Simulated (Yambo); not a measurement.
GaAl$_{3}$N$_{4}$ (space group P-43m, No. 215): a test of whether the lowest BSE state is resolved, against the k mesh (Yambo, LDA bands; otherwise 6 valence and 4 conduction bands, static screening with 51 bands and a 3 Ry block, scissor 1.31 eV, Tamm-Dancoff).

```
k mesh  direct gap (eV)  lowest state (eV)  difference (eV)  k points taking part  rough cost
------  ---------------  -----------------  ---------------  --------------------  ----------
4×4×4              4.70               4.27             0.43                   1.0  about 1/30
6×6×6              4.70               4.40             0.30                   1.1   about 1/5
8×8×8              4.70               4.46             0.24                   1.2           1
```

The last step moves the difference by 0.06 eV. Even the densest mesh doesn't resolve the state: none of these energies is a result, and the difference is no binding energy.

These are vertical excitations (zero momentum). The scissor comes from a G0W0 run whose convergence isn't established; costs are rough.

Spin-orbit splittings are left out.

The standard potential for Ga keeps a d shell in the valence without the s and p states of that shell. In tests on such compounds this moved G0W0 gaps by up to about 0.9 eV, so absolute quasiparticle energies here are unreliable; differences between settings are what counts.

Geometry of the Materials Project entry, not relaxed at this level; primitive cell a = b = c = 4.4014 Å, α = β = γ = 90.00°.

The structure is a Materials Project entry; no match was found in the copy of COD used, and its stability was not checked.
